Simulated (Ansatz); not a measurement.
AlN (wurtzite)

```xyz
4
Lattice="3.1138 0.0000 0.0000 -1.5569 2.6966 0.0000 0.0000 0.0000 4.9836" Properties=species:S:1:pos:R:3 pbc="T T T"
Al     0.0000     1.7978     4.9657
Al     1.5569     0.8989     2.4739
N      0.0000     1.7978     1.8857
N      1.5569     0.8989     4.3775
```

The slice is a (1 -1 0 0) plane (indices of the conventional cell) through the point (0.667, 0.333, 0.878) (fractional), spanned by u = [110] and v = [001] in vectors of this cell: u (3.11 Å) and v (4.98 Å, at 90° to u). It covers one period; positions are fractions (u, v).

Level of theory: PBEsol (plane waves to 420 eV, PAW, scalar-relativistic; Ansatz, an electronic-structure program). k mesh 12×12×7. These are valence fields of a PAW run, semicore shells included where kept as valence: close to a nucleus they are smooth pseudo fields. AlN was relaxed with its symmetry unable to fall.

Q: The ELF has a maximum in the middle third of the Al–N line. Where, and how high?

A: 0.88, 1.1 Å from Al.

Q: What is the valence density on the shortest Al–N line in this plane (1.90 Å), at its midpoint?

A: 0.67 e/Å³.

Q: Sketch the valence electron density on this plane as a map.

A: 
```
|99986542222456899|
|99876432112346789|
|88765432112345678|
|77654321111234567|
|66543211001123456|
|55443211001123445|
|33332211111122333|
|11222222222222221|
|00012222222222100|
|00012333333332100|
|00013344444433100|
|00023444444443200|
|00123445555443210|
|01233445555443321|
|11233444554443321|
|11223344444433221|
|11122333443332211|
|11112223333222111|
|11111222222221111|
|11111122222211111|
|22222211111122222|
|33332221111222333|
|55443322112233445|
|66654432222344566|
|88765432222345678|
|99876543223456789|
|99986543223456899|
|99987543223457899|
```
Scale: ten equal steps from -1.23 (start of '0') to 0.56 (end of '9'), in the order '0123456789'. Values: log₁₀ of the valence density in e/Å³. The map has 17 points along u (one character each, u = 0 at the left) and 28 along v (v = 0 in the bottom row). The scale is logarithmic, as a density can span decades between atoms and voids.
